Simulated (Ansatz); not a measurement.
A trial cell of Si5S, before relaxation:

Space group P-62m (No. 189). a = 5.276 Å, b = 5.276 Å, c = 4.767 Å, α = 90.00°, β = 90.00°, γ = 120.00°
| atom | site | symmetry | x | y | z |
| --- | --- | --- | --- | --- | --- |
| Si | 3f | m2m | 0.6605 | 0.0000 | 0.0000 |
| Si | 2d | -6.. | 0.3333 | 0.6667 | 0.5000 |
| S | 1b | -62m | 0.0000 | 0.0000 | 0.5000 |

Computed with DFT PBE, scalar-relativistic, plane waves, PAW in Ansatz. Cutoff 420 eV, Gaussian smearing, Γ-centred meshes. Cell and atoms relax first on a coarse mesh and then on a finer one. In between, the cell is made exact in the group found at 0.06 Å. In metals the finer mesh still leaves noise of several meV/atom or more. The steps can't lower the symmetry of their start. No spin polarisation.

A guess keeps its type if space group and coordination stay and the shape of the cell changes little (axis ratios within about 15 %, angles within 6°); the volume may change.

Task: Does this structure survive the relaxation?

Result: It keeps its type. The symmetry stays P-62m (No. 189). The volume per atom shrinks by 21.8 %, from 19.2 to 15.0 Å³. The shortest distance goes from 2.95 Å (Si–Si) to 2.66 Å (Si–Si). The ratio c/a of the conventional cell changes by a factor of 1.06. Counting neighbours within 15 % of an atom's shortest distance, the start has S 12, Si 12 and the end S 12, Si 12.

Energies over the elements count from the elements' standard structures at the same level, with no fitted energy shifts.

Task: At what energy does it end?

Result: +0.54 eV/atom. It can't be a ground state, since the elements alone are lower.

The last run used a 12×12×8 mesh (in the run's order of axes) for its 6-atom cell and Gaussian smearing of 0.10 eV. The reference form of S is held partly by dispersion forces, which this level lacks. A later test with randomly moved atoms led to a structure 305 meV/atom lower, so this end is a saddle point or a shallow minimum.
